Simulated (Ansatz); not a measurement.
Given:

PbI2:
```yaml
crystal:
  lattice:
    - [4.46951, 0.00000, 0.00000]
    - [-2.23476, 3.87071, 0.00000]
    - [0.00000, 0.00000, 6.78453]
  atoms:
    - { symbol: Pb, position: [0.00000, 0.00000, 0.00000] }
    - { symbol: I, position: [0.33333, 0.66667, 0.27454] }
    - { symbol: I, position: [0.66667, 0.33333, 0.72546] }
```

This is the LDA-relaxed structure.

**Question.** All from LDA in the plane-wave PAW code Ansatz, unless another level is named. Estimate the formation energy from the elements (no fitted shifts).

**Answer.** -0.58 eV/atom.

**Question.** Give the hole effective mass.

**Answer.** 0.51 mₑ (isotropic).

**Question.** What about the weight of the conduction-edge state by species (Voronoi cells)?

**Answer.** Pb 59 %, I 41 %.

**Question.** Give the weight of the valence-edge state by species (Voronoi cells).

**Answer.** I 81 %, Pb 19 %.

**Question.** What about the valence-band maximum?

**Answer.** at A.

Space group P-3m1 (CdI2 type). Symmetry was held in the LDA relaxation; of distortions, only those at the zone centre were tested. A crystal of weakly bound layers computed without a dispersion correction: the cell and the soft elastic constants depend strongly on that. The references are the lowest solids computed at this level, not always the standard phases. Spin–orbit coupling is left out wherever it is not named.

Potentials: the later of the program's two PAW sets.

Edges and masses are those of Kohn–Sham bands, whose gap is no quasiparticle gap.
